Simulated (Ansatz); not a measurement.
Rb:
```xyz
8
Lattice="11.1706 3.8457 0.0000 -11.1706 3.8457 0.0000 -2.6485 0.0000 7.2247" Properties=species:S:1:pos:R:3 pbc="T T T"
Rb    -3.8794     1.9232     6.7732
Rb     1.2309     5.7681     0.4515
Rb    -0.0934     1.9232     4.0639
Rb    -2.5552     5.7681     3.1608
Rb    -6.3410     5.7694     5.8701
Rb     3.6925     1.9219     1.3546
Rb     2.3682     5.7694     4.9669
Rb    -5.0167     1.9219     2.2578
```

Relaxed with LDA. Special points in fractions of this cell's reciprocal vectors: Γ (0.000, 0.000, 0.000); C (0.284, 0.284, 0.000); C2 (-0.284, 0.716, 0.000); Y2 (-0.500, 0.500, 0.000); M2 (-0.500, 0.500, 0.500); D (-0.250, 0.750, 0.500); D2 (0.250, 0.250, 0.500); A (0.000, 0.000, 0.500); L2 (0.000, 0.500, 0.500); V2 (0.000, 0.500, 0.000).

Q: List the band energies nearest the Fermi level at these points for the program Ansatz at the LDA level (PAW).

A: In eV from the Fermi level; about four levels below and three above (degenerate sets whole), none deeper than 8.9 eV; points with the same levels are listed once.

| k | below | above |
|---|---|---|
| Γ | -2.21 -0.58 -0.58 | 0.58 0.58 0.59 0.59 |
| C | -1.20 -1.19 -1.19 | 0.20 0.20 0.71 |
| Y2 | -1.77 -1.77 | 0.11 0.11 0.81 0.81 |
| M2 | -1.31 -1.31 -0.55 -0.55 | 0.69 0.69 0.98 0.98 |
| D | -0.03 -0.03 -0.03 -0.03 | 1.25 1.25 1.25 1.25 |
| L2 | -0.36 -0.36 -0.36 -0.36 | 0.18 0.18 1.00 1.00 |

Space group I4/mmm (body-centred tetragonal). The first step of the workflow began from a Materials Project structure, measured or hypothetical; the Crystallography Open Database copy checked does not list it. It is not the phase usual at ambient conditions (space group No. 229). Symmetry was held in the LDA relaxation; whether a distortion lowers the energy is not shown. Point labels and valley counts follow the cell and symmetry of the run, lower than the named group. Spin–orbit coupling is left out wherever it is not named.

Potentials: the later of the program's two PAW sets.
